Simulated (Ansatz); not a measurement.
Relaxed-ion elastic tensor of PW in space group Pnma (No. 62; P on 4c, W on 4c) in GPa (Voigt order), the program Ansatz at the r²SCAN level (PAW); density 12.27 g/cm³, 14.54 Å³ per atom.

```
340  121  206  0.0  0.0  0.0
121  325  159  0.0  0.0  0.0
206  159  476  0.0  0.0  0.0
0.0  0.0  0.0  102  0.0  0.0
0.0  0.0  0.0  0.0  184  0.0
0.0  0.0  0.0  0.0  0.0  161
```

Task: Is the crystal mechanically stable?

Result: Yes: the smallest eigenvalue of C is 102 GPa.

Task: Work out the Voigt, Reuss and Hill averages.

Result: K_V = 235, K_R = 221, K_H = 228; G_V = 133, G_R = 123, G_H = 128 GPa.

Task: Give Young's modulus, Poisson's ratio, Pugh's ratio and the universal anisotropy index.

Result: E = 9KG/(3K + G) = 324 GPa; ν = 0.26; K/G = 1.78 (near the Pugh limit of 1.75, no verdict); A_U = 5G_V/G_R + K_V/K_R − 6 = 0.46.

Task: Estimate the sound speeds and the Debye temperature.

Result: v_l = √((K + 4G/3)/ρ) = 5700 m/s, v_t = √(G/ρ) = 3230 m/s, mean 3600 m/s; Θ = (h/k)(3n/4πV)^(1/3) v_m = 439 K.

Task: Solve the Christoffel equation for the three sound speeds along x, y, z.

Result: Eigenvalues of C_ijkl n_j n_l equal ρv². In km/s, slowest first: x 3.63, 3.87, 5.27; y 2.88, 3.63, 5.15; z 2.88, 3.87, 6.23.

Task: How much does each axis shrink under pressure?

Result: Linear compressibilities β_i = Σ_j S_ij (j = 1 to 3): x 1.8, y 2.1, z 0.61 per TPa.

The first step of the workflow began from a Materials Project structure, measured or hypothetical; the Crystallography Open Database files this formula in space group No. 62, but the cells were not matched. Its standing as an ambient phase is unchecked. The r²SCAN relaxation kept the symmetry of its start; whether a distortion lowers the energy is not shown. No spin polarisation was allowed. As this level gives no gap, shear constants depend on the k-mesh and smearing (Fermi–Dirac, 0.1 eV here). Spin–orbit coupling is left out wherever it is not named.

Potentials: the later of the program's two PAW sets.
